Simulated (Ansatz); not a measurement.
Hcp Zr (0001), 6 layers, DFT, PBEsol, PAW with Ansatz's default frozen-core files, scalar-relativistic (Ansatz 0.2.0), on 2 threads of Intel(R) Xeon(R) 6975P-C (Granite Rapids) (shared host).

Command: `ansatz run input.yaml --threads 2 --pin off --max-ram 4096MiB --backend cpu --events-out ev --progress --plain --runs-dir out`

```yaml
crystal:
  lattice:
    - [3.1851568142, 0.0, 0.0]
    - [-1.5925784071, 2.7584267162, 0.0]
    - [0.0, 0.0, 28.787]
  atoms:
    - { symbol: Zr, position: [0.833333333, 0.166666667, 0.2779032385] }
    - { symbol: Zr, position: [0.166666667, 0.833333333, 0.3667419431] }
    - { symbol: Zr, position: [0.833333333, 0.166666667, 0.4555806477] }
    - { symbol: Zr, position: [0.166666667, 0.833333333, 0.5444193523] }
    - { symbol: Zr, position: [0.833333333, 0.166666667, 0.6332580569] }
    - { symbol: Zr, position: [0.166666667, 0.833333333, 0.7220967615] }
kpoints:
  mp_grid: { grid: [15, 15, 1] }
scf:
  occupations: { method: fermi_dirac, width: 0.05 }
hamiltonian:
  xc: pbesol
  pseudopotentials: { kind: paw }
output:
  forces: true
  stress: true
  eigenvalues: true
  populations: true
efield:
  axis: 3
  amplitude: 0
  dipole_correction: true
```

(1) How large is the problem that the program sets up?

(2) About how long does it take, and how much memory?

Answers

(1) 27 irreducible k-points, 4969 plane waves at Γ, 44 bands.

(2) 8.2 s of wall time for 8 SCF iterations, with a peak of 0.62 GiB. Times on shared machines scatter by tens of per cent.
